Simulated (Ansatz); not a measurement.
# Phonons of SnSe2 (CdI2-type structure)

Computed with Ansatz (plane waves, PAW, 420 eV cutoff): PBEsol, scalar-relativistic, no spin polarisation, Gaussian smearing of 0.05 eV. The datasets are Ansatz's generated set soft_2.

```
CELL_PARAMETERS angstrom
3.81720 0.00000 0.00000
-1.90860 3.30579 0.00000
0.00000 0.00000 6.16671
ATOMIC_POSITIONS crystal
Sn 0.00000 0.00000 0.00000
Se 0.33333 0.66667 0.25733
Se 0.66667 0.33333 0.74267
```

The start was a prototype's sites filled with these elements; the Crystallography Open Database holds the compound in this structure.

Force constants come from finite displacements in a 2×2×1 supercell (the unit cell's 8×8×4 k-mesh, folded to it); the long-range dipole term is not included. Points in reciprocal vectors of this cell: Γ = (0.000, 0.000, 0.000), M = (0.500, 0.000, 0.000), K = (0.333, 0.333, 0.000), A = (0.000, 0.000, 0.500), L = (0.500, 0.000, 0.500), H = (0.333, 0.333, 0.500).

The supercell isn't repeated along every axis, so wave vectors with a part along such an axis can't be had from it and are left out, and thermodynamic sums miss that dispersion.

Question: Is the structure dynamically stable along this path, and where does the spectrum end?

Answer: Marginal: the lowest branch dips to 5i cm⁻¹ between K and Γ, which may be noise of the interpolation or a soft shear mode; this supercell can't settle it, and such modes are left out of the sums below. The highest frequency is 244 cm⁻¹, at Γ. Points that don't fit the supercell are interpolated. The crystal has a gap, so without the dipole term Γ lacks its LO–TO splitting and the top of the spectrum may be off.

Frequencies at the named points (cm⁻¹, imaginary ones negative):
| point | ω (cm⁻¹) |
| --- | --- |
| Γ | 0 0 0 118 118 144 144 180 244 |
| M | 55 70 99 122 146 157 169 171 217 |
| K | 9 118 118 132 132 151 166 191 191 |

Question: What does the harmonic approximation give for the vibrational free energy, entropy and heat capacity?

Answer: Zero-point energy 24.2 meV/atom.
```csv
T (K),F_vib (meV/atom),S (J/K per mole of atoms),C_V (J/K per mole of atoms)
100,17.4,15.9,18.4
200,-7.2,30.5,23.0
300,-44.1,40.0,24.0
400,-89.3,47.0,24.4
500,-141.0,52.5,24.6
600,-197.8,57.0,24.7
700,-258.8,60.8,24.8
800,-323.6,64.1,24.8
900,-391.5,67.0,24.8
1000,-462.4,69.6,24.8
```

The highest mode, 244 cm⁻¹, is worth 350 K. At 300 K the heat capacity has reached 96 % of the classical limit 3R = 24.9 J/K per mole of atoms: a mode at k_BT already holds 92 % of its classical share, and one at 1.5 k_BT 83 %.

Run time: 61 s on 4 threads of Arm Neoverse V1, with other jobs on the host, peak memory 1.4 GiB.

The structure is built of weakly bound layers, and this functional has no dispersion term, so their spacing and all that hangs on it (volume, the soft elastic constants, low modes, dielectric constants) are poorly given.
